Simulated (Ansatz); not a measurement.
Zr₃N₄:
```yaml
crystal:
  lattice:
    - [-3.32852, 3.32852, 3.32852]
    - [3.32852, -3.32852, 3.32852]
    - [3.32852, 3.32852, -3.32852]
  atoms:
    - { symbol: N, position: [0.14350, 0.14350, 0.14350] }
    - { symbol: N, position: [0.85650, 0.50000, 0.00000] }
    - { symbol: N, position: [0.50000, 0.00000, 0.35650] }
    - { symbol: N, position: [0.00000, 0.85650, 0.50000] }
    - { symbol: N, position: [0.35650, 0.50000, 0.00000] }
    - { symbol: N, position: [0.64350, 0.64350, 0.64350] }
    - { symbol: N, position: [0.00000, 0.35650, 0.50000] }
    - { symbol: N, position: [0.50000, 0.00000, 0.85650] }
    - { symbol: Zr, position: [0.25000, 0.62500, 0.37500] }
    - { symbol: Zr, position: [0.37500, 0.25000, 0.62500] }
    - { symbol: Zr, position: [0.75000, 0.87500, 0.12500] }
    - { symbol: Zr, position: [0.12500, 0.75000, 0.87500] }
    - { symbol: Zr, position: [0.62500, 0.37500, 0.25000] }
    - { symbol: Zr, position: [0.87500, 0.12500, 0.75000] }
```

Cartesian axes are those of the cell as given.

Question: Give the high-frequency dielectric tensor and the Born effective charge tensors of the independent atoms from DFPT, LDA (plane waves, PAW; program Ansatz).

Answer: 
ε∞:
```
13.2  0.00  0.00
0.00  13.2  0.00
0.00  0.00  13.2
```
Z* of atom 1 (N), rows: field, columns: displacement, in e:
```
-3.69  -0.38  -0.07
-0.07  -3.69  -0.38
-0.38  -0.07  -3.69
```
Z* of atom 9 (Zr), rows: field, columns: displacement, in e:
```
 4.72   0.00   0.00
 0.00   5.02  -0.03
 0.00   0.03   5.02
```

Space group I-43d. Symmetry was held in the LDA relaxation. No spin polarisation was allowed. Scalar-relativistic: spin–orbit coupling is off unless named, which matters more the heavier the elements.

Potentials: the later of the program's two PAW sets.
